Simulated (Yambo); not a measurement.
K$_{4}$BeP$_{2}$ (space group R-3m, No. 166), G0W0@PBEsol in Yambo with this input:

```
rim_cut
gw0
dyson
el_el_corr
HF_and_locXC
ppa
em1d
RandQpts= 1000000
RandGvec= 1 Ry
EXXRLvcs= 88 Ry
VXCRLvcs= 352 Ry
Chimod= "HARTREE"
% BndsRnXp
 2 | 310 |
%
NGsBlkXp= 7 Ry
% LongDrXp
 1.0 | 1.0 | 1.0 |
%
PPAPntXp= 27.2114 eV
% GbndRnge
 1 | 310 |
%
GTermKind= "BG"
DysSolver= "n"
ExtendOut
```

On a 2×2×2 mesh, with wavefunctions cut at 88 Ry, the gap (L → Γ) is 2.245 eV and the valence edge shifts by -0.960 eV.

What happens with this change: 139 bands in W?

The gap falls by 0.056 eV, to 2.189 eV; the shift of the valence edge becomes -0.815 eV. Neither run is shown to be the converged limit.

Geometry of the Materials Project entry, not relaxed at this level; primitive cell a = 8.9814 Å, b = 8.9814 Å, c = 8.9814 Å, α = 36.17°, β = 36.17°, γ = 36.17°.

A shift is the quasiparticle energy of the state minus its PBEsol energy.
